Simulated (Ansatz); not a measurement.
**SiC: the gap against volume**

SiC, P6_3mc, a = 3.095 Å, c = 15.186 Å. The compound has several low-lying forms, and this is one of them. Ansatz: PBE, PAW, 420 eV, Γ-centred 12×12×2 mesh on 12 atoms, Gaussian smearing 0.02 eV; no spin polarisation. Shape and atoms are relaxed at each volume; x = ln(V/V0) with V0 = 10.497 Å³/atom. The gap is read at the mesh points alone.

| x | gap y (eV) |
| --- | --- |
| -0.1278 | 1.994 |
| -0.0943 | 2.005 |
| -0.0619 | 2.015 |
| -0.0305 | 2.024 |
| 0.0000 | ? |
| 0.0296 | 2.037 |
| 0.0583 | 2.041 |
| 0.0953 | 2.046 |

Q: Fit a straight line to the other rows, give the volume deformation potential of the gap and its pressure coefficient, and predict the missing gap. B0 = 212.7 GPa.

A: Means x = -0.01876, y = 2.0231; Σ(Δx)² = 0.04088, ΣΔxΔy = 0.009543; the slope is their ratio. y = 2.0275 + 0.23342 x. The slope is the deformation potential a = dE_g/d ln V = 0.23 eV, and dE_g/dP = −a/B0 = -1.10 meV/GPa. With a term in x² added, the coefficient of x becomes 0.2149, 8 % less, which shows how far this figure hangs on the form. At x = 0.0000 the fit asked for gives 2.027 eV. The run gave 2.031 eV, so the fit is 0.004 eV too low, within twice the rms miss on the fitted rows (0.003 eV): the form describes this series only roughly.

Semilocal functionals give gaps under the measured ones; changes of the gap mostly carry over better.

Cost: 8 runs of about 15 core-minutes in all, on AMD EPYC (Zen 3) (shared hosts).